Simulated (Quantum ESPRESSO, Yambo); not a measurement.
# AlN: DFT and GW levels

```
AlN
1.0
    0.00000     2.16660     2.16660
    2.16660     0.00000     2.16660
    2.16660     2.16660     0.00000
N Al
1 1
Direct
  0.25000   0.25000   0.25000
  0.00000   0.00000   0.00000
```

Cell and atoms were relaxed with LDA from Materials Project entry mp-1700, within its symmetry.

Starting point: LDA (Quantum ESPRESSO, PseudoDojo norm-conserving, 84 Ry, scalar-relativistic). G0W0 in Yambo: 6×6×6 Γ-centred k mesh, 77 bands and a 14 Ry block in the screening, 77 bands in G with the Bruneval-Gonze terminator, plasmon pole fitted at 27.2 eV.

```
Quantity                                         Result
----------------------------------------------  -------
LDA gap along the band path                     3.27 eV
LDA gap between the mesh's edge points (Γ → X)  3.27 eV
G0W0 gap between the same points                4.85 eV
LDA smallest direct gap on the mesh (at Γ)      4.46 eV
G0W0 direct gap at that point                   6.09 eV
```

```csv
k point,band,E LDA (eV),E QP (eV),shift (eV),Z
Γ,VB,0.00,-1.04,-1.04,0.79
Γ,CB,4.46,5.05,0.59,0.82
L,VB,-0.49,-1.60,-1.11,0.79
L,CB,7.50,8.26,0.76,0.83
X,VB,-1.82,-3.08,-1.25,0.79
X,CB,3.27,3.81,0.54,0.84
```

Energies count from the LDA valence-band maximum.

Nearest settings tried, and what they do to the gap: 47 bands in W, 47 bands in G: -14 meV; 11 Ry block (89 vectors against 137): -70 meV; 4×4×4 mesh: -17 meV. So the settings aren't converged at that level.

This is not the ordinary phase of the substance; no match was found in the copy of COD used, and its stability was not checked.
